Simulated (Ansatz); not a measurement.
The cell of ZnB is invented: random cell by space group and Wyckoff sites (Cmmm, No. 65). Its size is a rough estimate.

```cif
data_structure
_symmetry_space_group_name_H-M 'P 1'
_symmetry_Int_Tables_number 1
_cell_length_a 3.1377
_cell_length_b 3.1377
_cell_length_c 4.6429
_cell_angle_alpha 90.000
_cell_angle_beta 90.000
_cell_angle_gamma 90.289
_cell_volume 45.71
loop_
_atom_site_label
_atom_site_type_symbol
_atom_site_fract_x
_atom_site_fract_y
_atom_site_fract_z
_atom_site_occupancy
Zn1 Zn 0.00000 0.50000 0.50000 1
Zn2 Zn 0.50000 0.00000 0.50000 1
B1 B 0.00000 0.00000 0.73784 1
B2 B 0.00000 0.00000 0.26216 1
```

Computed with DFT PBE, scalar-relativistic, plane waves, PAW in Ansatz. Cutoff 420 eV, Gaussian smearing, Γ-centred meshes. Cell and atoms relax first on a coarse mesh and then on a finer one. In between, the cell is made exact in the group found at 0.06 Å. In metals the finer mesh still leaves noise of several meV/atom or more. The steps can't lower the symmetry of their start. No spin polarisation.

A guess keeps its type if space group and coordination stay and the shape of the cell changes little (axis ratios within about 15 %, angles within 6°); the volume may change.

Task: Does this structure survive the relaxation?

Result: It doesn't keep its type. The symmetry goes from Cmmm (No. 65) to P4/mmm (No. 123). The volume per atom grows by 26.8 %, from 11.4 to 14.5 Å³. The shortest distance goes from 1.92 Å (Zn–B) to 1.58 Å (B–B). Counting neighbours within 15 % of an atom's shortest distance, the start has B 4, Zn 4 and the end B 2, Zn 4. In detail, at the end Zn is surrounded by 4 B at 2.28 Å; B has 2 B at 1.58–1.59 Å and 4 Zn at 2.28 Å.

```yaml
crystal:
  lattice:
    - [4.27103, 0.00000, 0.00000]
    - [0.00000, 4.27103, 0.00000]
    - [0.00000, 0.00000, 3.17626]
  atoms:
    - { symbol: Zn, position: [0.00000, 0.50000, 0.50000] }
    - { symbol: Zn, position: [0.50000, 0.00000, 0.50000] }
    - { symbol: B, position: [0.00000, 0.00000, 0.75085] }
    - { symbol: B, position: [0.00000, 0.00000, 0.24915] }
```

The last run used a 12×12×14 mesh (in the run's order of axes) for its 4-atom cell and Gaussian smearing of 0.10 eV. Symmetry constrained the relaxation, so the result can be a saddle point.
